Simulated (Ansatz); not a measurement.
CaO (rock salt)

```xyz
2
Lattice="0.0000 2.4153 2.4153 2.4153 0.0000 2.4153 2.4153 2.4153 0.0000" Properties=species:S:1:pos:R:3 pbc="T T T"
O      0.0000     0.0000     0.0000
Ca     2.4153     2.4153     2.4153
```

The slice is a {100} plane (indices of the conventional cell) through the point (0.000, 0.000, 0.000) (fractional), spanned by u = [100] and v = [0 1 -1] in vectors of this cell: u (3.42 Å) and v (3.42 Å, at 90° to u). It covers one period; positions are fractions (u, v).

Calculation: PBE (plane waves to 420 eV, PAW, scalar-relativistic; Ansatz, a quantum-chemistry and plane-wave program). k mesh 12×12×12. Near the nuclei the fields are pseudised (PAW); where an atom keeps semicore shells as valence, they peak there. CaO was relaxed with its symmetry unable to fall.

Three fields on this plane, each scaled to ten steps between its own extremes (0 low, 9 high; the total valence density on a logarithmic scale, the potential cut 8 eV below its top; x marks points blanked near nuclei; v = 0 in the bottom row):

Map A
```
|xxxxxxxxx85200000258xxxxxxxx|
|xxxxxxxx9631000001369xxxxxxx|
|xxxxxxxx7410000000147xxxxxxx|
|xxxxxxxx4200000000024xxxxxxx|
|xxxxxxx520001111100025xxxxxx|
|xxxxxx5210124xxx4210125xxxxx|
|xxxxx52101xxxxxxxxx10125xxxx|
|xx9742102xxxxxxxxxxx2012479x|
|88642001xxxxxxxxxxxxx1002468|
|5531001xxxxxxxxxxxxxxx100135|
|2210002xxxxxxxxxxxxxxx200012|
|0000014xxxxxxxxxxxxxxx410000|
|000001xxxxxxxxxxxxxxxxx10000|
|000002xxxxxxxxxxxxxxxxx20000|
|000001xxxxxxxxxxxxxxxxx10000|
|0000014xxxxxxxxxxxxxxx410000|
|2210002xxxxxxxxxxxxxxx200012|
|5531001xxxxxxxxxxxxxxx100135|
|88642001xxxxxxxxxxxxx1002468|
|xx9742102xxxxxxxxxxx2012479x|
|xxxxx52101xxxxxxxxx10125xxxx|
|xxxxxx5210124xxx4210125xxxxx|
|xxxxxxx520001111100025xxxxxx|
|xxxxxxxx4200000000024xxxxxxx|
|xxxxxxxx7410000000147xxxxxxx|
|xxxxxxxx9631000001369xxxxxxx|
|xxxxxxxxx85200000258xxxxxxxx|
|xxxxxxxxx85200000258xxxxxxxx|
```

Map B
```
|xxxxxxxxx99887778899xxxxxxxx|
|xxxxxxxx9988777778899xxxxxxx|
|xxxxxxxx8876655566788xxxxxxx|
|xxxxxxxx8765433345678xxxxxxx|
|xxxxxxx765321000123567xxxxxx|
|xxxxxx7642000xxx0002467xxxxx|
|xxxxx76420xxxxxxxxx02467xxxx|
|xx9886420xxxxxxxxxxx0246889x|
|99987520xxxxxxxxxxxxx0257899|
|9987630xxxxxxxxxxxxxxx036789|
|9886520xxxxxxxxxxxxxxx025688|
|8876410xxxxxxxxxxxxxxx014678|
|877530xxxxxxxxxxxxxxxxx03577|
|877530xxxxxxxxxxxxxxxxx03577|
|877530xxxxxxxxxxxxxxxxx03577|
|8876410xxxxxxxxxxxxxxx014678|
|9886520xxxxxxxxxxxxxxx025688|
|9987630xxxxxxxxxxxxxxx036789|
|99987520xxxxxxxxxxxxx0257899|
|xx9886420xxxxxxxxxxx0246889x|
|xxxxx76420xxxxxxxxx02467xxxx|
|xxxxxx7642000xxx0002467xxxxx|
|xxxxxxx765321000123567xxxxxx|
|xxxxxxxx8765433345678xxxxxxx|
|xxxxxxxx8876655566788xxxxxxx|
|xxxxxxxx9988777778899xxxxxxx|
|xxxxxxxxx99887778899xxxxxxxx|
|xxxxxxxxx99888888899xxxxxxxx|
```

Map C
```
|xxxxxxxxx75310001357xxxxxxxx|
|xxxxxxxx9753100013579xxxxxxx|
|xxxxxxxx9643211123469xxxxxxx|
|xxxxxxxx8654333334568xxxxxxx|
|xxxxxxx976666666666679xxxxxx|
|xxxxxx9877899xxx9987789xxxxx|
|xxxxx98889xxxxxxxxx98889xxxx|
|xx9987789xxxxxxxxxxx9877899x|
|77766679xxxxxxxxxxxxx9766677|
|5554568xxxxxxxxxxxxxxx865455|
|3333469xxxxxxxxxxxxxxx964333|
|1112369xxxxxxxxxxxxxxx963211|
|000136xxxxxxxxxxxxxxxxx63100|
|000136xxxxxxxxxxxxxxxxx63100|
|000136xxxxxxxxxxxxxxxxx63100|
|1112369xxxxxxxxxxxxxxx963211|
|3333469xxxxxxxxxxxxxxx964333|
|5554568xxxxxxxxxxxxxxx865455|
|77766679xxxxxxxxxxxxx9766677|
|xx9987789xxxxxxxxxxx9877899x|
|xxxxx98889xxxxxxxxx98889xxxx|
|xxxxxx9877899xxx9987789xxxxx|
|xxxxxxx976666666666679xxxxxx|
|xxxxxxxx8654333334568xxxxxxx|
|xxxxxxxx9643211123469xxxxxxx|
|xxxxxxxx9753100013579xxxxxxx|
|xxxxxxxxx75310001357xxxxxxxx|
|xxxxxxxxx75310001357xxxxxxxx|
```

Task: Assign the maps to these fields: electron localisation function (ELF); valence electron density; electrostatic potential energy of an electron, from the cell's mean.

Result: A is the electron localisation function (ELF); B is the electrostatic potential energy of an electron, from the cell's mean; C is the valence electron density.
